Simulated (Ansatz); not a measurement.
Relaxed-ion elastic tensor of BaInHO2 in space group P4/mmm (No. 123; Ba on 1d, In on 1a, O on 2f, H on 1b) in GPa (Voigt order), the program Ansatz at the r²SCAN level (PAW); density 6.54 g/cm³, 14.47 Å³ per atom.

|  | 1 | 2 | 3 | 4 | 5 | 6 |
|---|---|---|---|---|---|---|
| 1 | 219 | 86.4 | 56.9 | 0.0 | 0.0 | 0.0 |
| 2 | 86.4 | 219 | 56.9 | 0.0 | 0.0 | 0.0 |
| 3 | 56.9 | 56.9 | 158 | 0.0 | 0.0 | 0.0 |
| 4 | 0.0 | 0.0 | 0.0 | 56.0 | 0.0 | 0.0 |
| 5 | 0.0 | 0.0 | 0.0 | 0.0 | 56.0 | 0.0 |
| 6 | 0.0 | 0.0 | 0.0 | 0.0 | 0.0 | 80.8 |

Task: Is the crystal mechanically stable?

Result: Yes: the smallest eigenvalue of C is 56.0 GPa.

Task: Work out the Voigt, Reuss and Hill averages.

Result: K_V = 111, K_R = 106, K_H = 108; G_V = 64.9, G_R = 63.2, G_H = 64.0 GPa.

Task: Give Young's modulus, Poisson's ratio, Pugh's ratio and the universal anisotropy index.

Result: E = 9KG/(3K + G) = 160 GPa; ν = 0.25; K/G = 1.69 (near the Pugh limit of 1.75, no verdict); A_U = 5G_V/G_R + K_V/K_R − 6 = 0.18.

Task: Estimate the sound speeds and the Debye temperature.

Result: v_l = √((K + 4G/3)/ρ) = 5440 m/s, v_t = √(G/ρ) = 3130 m/s, mean 3470 m/s; Θ = (h/k)(3n/4πV)^(1/3) v_m = 424 K.

Task: Solve the Christoffel equation for the three sound speeds along x, y, z.

Result: Eigenvalues of C_ijkl n_j n_l equal ρv². In km/s, slowest first: x 2.93, 3.51, 5.78; y 2.93, 3.51, 5.78; z 2.93, 2.93, 4.91.

Task: How much does each axis shrink under pressure?

Result: Linear compressibilities β_i = Σ_j S_ij (j = 1 to 3): x 2.4, y 2.4, z 4.6 per TPa.

The start of the workflow was typed in or built on a structure type; neither database checked (COD, Materials Project) lists it. Whether it is the stable phase at ambient conditions was not checked. The cell was relaxed with r²SCAN under the symmetry of its start; whether a distortion lowers the energy is not shown. Scalar-relativistic: spin–orbit coupling is off unless named, which matters more the heavier the elements.

Potentials: the earlier of the program's two PAW sets. The files were generated under PBE; for other functionals the program regenerates the frozen cores, and for LDA and PBEsol the local potential too.
